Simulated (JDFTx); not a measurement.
An input for a modified build of JDFTx (Rh(110), linear PCM (GLSSA13), water, 1 M NaF; bohr, hartree) and the course of its log:

```
lattice \
  7.1922409385 0.0000000000 0.0000000000 \
  0.0000000000 5.0856823471 0.0000000000 \
  0.0000000000 0.0000000000 55.5579480640
coords-type Lattice
ion Rh 0.0000000000 0.0000000000 -0.0915383400 0
ion Rh 0.5000000000 0.5000000000 -0.0457691700 0
ion Rh 0.0000000000 0.0000000000 0.0000000000 0
ion Rh 0.5000000000 0.5000000000 0.0457691700 0
ion Rh 0.0000000000 0.0000000000 0.0915383400 0
ion-species pseudo/rh_pbe_v1.4.upf
elec-cutoff 20 100
elec-ex-corr gga-PBE
coulomb-interaction Slab 001
coulomb-truncation-embed 0 0 0
kpoint-folding 6 8 1
elec-smearing Fermi 0.01
elec-n-bands 50
target-mu -0.142955
electronic-scf nIterations 100 energyDiffThreshold 1e-07
fluid LinearPCM
pcm-variant GLSSA13
fluid-solvent H2O
fluid-cation Na+ 1
fluid-anion F- 1
fluid-minimize nIterations 400 knormThreshold 1e-11
wavefunction read f0.wfns
elec-initial-eigenvals f0.eigenvals
elec-initial-fillings read f0.fillings
fluid-initial-state f0.fluidState
dump-name f0_u0.$VAR
dump End State Ecomponents EigStats BandEigs Forces ElecDensity IonicPositions Fillings Kpoints Dtot FluidDebug BoundCharge FluidDensity
```

```
[one cycle in 5 is shown, and the last three; fluid-solver lines are left out]
	FillingsUpdate:  mu: -0.142955000  nElectrons: 79.093359
SCF: Cycle:  0   G: -391.051587739907916   dG: +6.006e+00   |Residual|: 3.294e-01   |deigs|: 1.766e-06
	FillingsUpdate:  mu: -0.142955000  nElectrons: 75.575018
SCF: Cycle:  5   G: -396.972661743085496   dG: -1.287e-01   |Residual|: 2.667e-02   |deigs|: 1.577e-03
	FillingsUpdate:  mu: -0.142955000  nElectrons: 75.059149
SCF: Cycle: 10   G: -397.057777012642987   dG: -7.003e-03   |Residual|: 3.261e-03   |deigs|: 7.481e-04
	FillingsUpdate:  mu: -0.142955000  nElectrons: 75.146478
SCF: Cycle: 15   G: -397.057598037655566   dG: +6.506e-04   |Residual|: 3.980e-03   |deigs|: 7.065e-04
	FillingsUpdate:  mu: -0.142955000  nElectrons: 75.108464
SCF: Cycle: 20   G: -397.058260596445450   dG: -1.085e-04   |Residual|: 5.127e-04   |deigs|: 2.101e-04
	FillingsUpdate:  mu: -0.142955000  nElectrons: 75.101865
SCF: Cycle: 25   G: -397.058270362235646   dG: +8.050e-07   |Residual|: 1.621e-04   |deigs|: 1.320e-04
	FillingsUpdate:  mu: -0.142955000  nElectrons: 75.103959
SCF: Cycle: 30   G: -397.058271062784911   dG: -1.068e-06   |Residual|: 4.752e-05   |deigs|: 3.140e-05
	FillingsUpdate:  mu: -0.142955000  nElectrons: 75.103674
SCF: Cycle: 35   G: -397.058271085216177   dG: -4.813e-07   |Residual|: 7.156e-05   |deigs|: 3.681e-05
	FillingsUpdate:  mu: -0.142955000  nElectrons: 75.102705
SCF: Cycle: 40   G: -397.058271023150837   dG: -1.343e-05   |Residual|: 4.432e-05   |deigs|: 4.269e-05
	FillingsUpdate:  mu: -0.142955000  nElectrons: 75.100581
SCF: Cycle: 45   G: -397.058268100367684   dG: +1.225e-06   |Residual|: 2.212e-04   |deigs|: 3.612e-05
	FillingsUpdate:  mu: -0.142955000  nElectrons: 75.103412
SCF: Cycle: 50   G: -397.058271186503305   dG: -7.593e-07   |Residual|: 3.572e-05   |deigs|: 3.025e-05
	FillingsUpdate:  mu: -0.142955000  nElectrons: 75.099795
SCF: Cycle: 55   G: -397.058266073802713   dG: +3.219e-06   |Residual|: 3.037e-04   |deigs|: 5.662e-05
	FillingsUpdate:  mu: -0.142955000  nElectrons: 75.100605
SCF: Cycle: 60   G: -397.058268176907063   dG: -6.728e-07   |Residual|: 2.325e-04   |deigs|: 6.306e-06
	FillingsUpdate:  mu: -0.142955000  nElectrons: 75.104956
SCF: Cycle: 65   G: -397.058270071237303   dG: +1.114e-06   |Residual|: 1.252e-04   |deigs|: 3.729e-05
	FillingsUpdate:  mu: -0.142955000  nElectrons: 75.103776
SCF: Cycle: 70   G: -397.058271053314968   dG: +3.826e-08   |Residual|: 6.371e-05   |deigs|: 2.156e-05
	FillingsUpdate:  mu: -0.142955000  nElectrons: 75.101758
SCF: Cycle: 75   G: -397.058270025837146   dG: +1.155e-06   |Residual|: 1.514e-04   |deigs|: 3.444e-05
	FillingsUpdate:  mu: -0.142955000  nElectrons: 75.103102
SCF: Cycle: 80   G: -397.058271167772659   dG: -1.663e-07   |Residual|: 4.221e-05   |deigs|: 1.059e-04
	FillingsUpdate:  mu: -0.142955000  nElectrons: 75.104130
SCF: Cycle: 85   G: -397.058270976334597   dG: -1.667e-05   |Residual|: 3.671e-05   |deigs|: 3.728e-05
	FillingsUpdate:  mu: -0.142955000  nElectrons: 75.098596
SCF: Cycle: 90   G: -397.058262390875882   dG: +8.785e-06   |Residual|: 3.903e-04   |deigs|: 2.348e-05
	FillingsUpdate:  mu: -0.142955000  nElectrons: 75.103619
SCF: Cycle: 95   G: -397.058271174121444   dG: -8.682e-08   |Residual|: 2.109e-05   |deigs|: 2.952e-05
	FillingsUpdate:  mu: -0.142955000  nElectrons: 75.103016
SCF: Cycle: 97   G: -397.058271057167474   dG: -1.280e-06   |Residual|: 7.162e-05   |deigs|: 1.342e-05
	FillingsUpdate:  mu: -0.142955000  nElectrons: 75.103571
SCF: Cycle: 98   G: -397.058271162371000   dG: -1.052e-07   |Residual|: 4.385e-05   |deigs|: 1.085e-05
	FillingsUpdate:  mu: -0.142955000  nElectrons: 75.100800
SCF: Cycle: 99   G: -397.058268832677356   dG: +2.330e-06   |Residual|: 2.084e-04   |deigs|: 1.333e-05
SCF: None of the convergence criteria satisfied after 100 iterations.
IonicMinimize: Iter:   0  G: -397.058268832677356  |grad|_K:  0.000e+00
IonicMinimize: Converged (|grad|_K<1.000000e-04).
```

This run gave no converged result. The loop ran out of cycles short of its threshold. It has stalled and not diverged: the last ten energies span 9e-06 Ha, so the total is near its end, but levels, forces and the electron count aren't shown converged.
